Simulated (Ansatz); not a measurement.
Profile along the N–Nb line in NbN (rock salt)

NbN (rock salt), conventional cell a = b = c = 4.4213 Å, α = β = γ = 90.00°. The calculation uses the primitive cell of 2 atoms, to which meshes and values per cell refer.

Fields along a shortest N–Nb line of a {100} plane (2.21 Å), from N to Nb, interpolated on the slice's grid (step about 0.2 Å). Computed with PBE (plane waves to 420 eV, PAW, scalar-relativistic; Ansatz, an electronic-structure program). k mesh 18×18×18. Inside the PAW spheres the values are not all-electron values, and peaks at nuclei hang on which shells count as valence. NbN is run without spin polarisation. NbN was relaxed with its symmetry unable to fall. This is a high-temperature form of NbN.

```csv
distance from N (Å),valence electron density (e/Å³),electron localisation function
0.00,3.52,x
0.11,3.58,x
0.22,3.58,x
0.33,3.29,x
0.44,2.67,0.70
0.55,1.94,0.79
0.66,1.34,0.80
0.77,0.94,0.74
0.88,0.69,0.55
0.99,0.55,0.30
1.10,0.53,0.16
1.22,0.66,0.17
1.33,1.01,0.32
1.44,1.68,0.54
1.55,2.69,0.70
1.66,3.84,0.74
1.77,4.78,0.70
1.88,5.16,x
1.99,4.93,x
2.10,4.45,x
2.21,4.18,x
```

x: too close to a nucleus for the ELF to mean much.

Density on the N–Nb line (2.21 Å) at its density minimum, 1.0 Å from N: 0.53 e/Å³. ELF at that point: 0.2.
